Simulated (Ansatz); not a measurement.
Input and command of a plane-wave DFT calculation in Ansatz:

```yaml
crystal:
  lattice:
    - [6.7618794303, -3.0484076109, -0.0457210521]
    - [6.7962865522, 3.1251572932, -0.0259911345]
    - [-6.8068961491, -0.0162966897, 6.8670496086]
  atoms:
    - { symbol: Ge, position: [0.4844286385, 0.5144615843, 0.0178556752] }
    - { symbol: Ge, position: [0.2801466767, 0.2863736253, 0.1915939091] }
    - { symbol: Sb, position: [0.117566275, 0.1114979014, 0.418474382] }
    - { symbol: Sb, position: [0.8964760471, 0.8956240433, 0.5877681446] }
    - { symbol: Te, position: [0.3969933311, 0.3981680144, 0.5951349863] }
    - { symbol: Te, position: [0.1930990536, 0.203092764, 0.7990354916] }
    - { symbol: Te, position: [0.0167056774, 0.0086319366, 0.0100963999] }
    - { symbol: Te, position: [0.7964054676, 0.7943584029, 0.2024998271] }
    - { symbol: Te, position: [0.5968308662, 0.5965244965, 0.3890173609] }
basis:
  ecutwfc: 350
kpoints:
  mp_grid: { grid: [6, 6, 4] }
hamiltonian:
  xc: pbe
scf:
  occupations: { method: gaussian, width: 0.01 }
output:
  forces: true
  stress: true
  eigenvalues: true
```

```bash
ansatz run input.yaml --threads 2 --pin off --max-ram 5120MiB --backend cpu --events-out ev --progress --plain --runs-dir out
```

Processor: Intel(R) Xeon(R) Processor @ 2.50GHz (Skylake/Cascade Lake), 2 threads, on a host shared with other jobs.

How long does it run, and how much memory does it take?

About 95 s on 2 threads of Intel(R) Xeon(R) Processor @ 2.50GHz (Skylake/Cascade Lake) (shared host), peak memory 1.2 GiB. It solves 83 bands at 76 k points (the mesh reduced by symmetry) with about 4275 plane waves, in 7 SCF iterations.
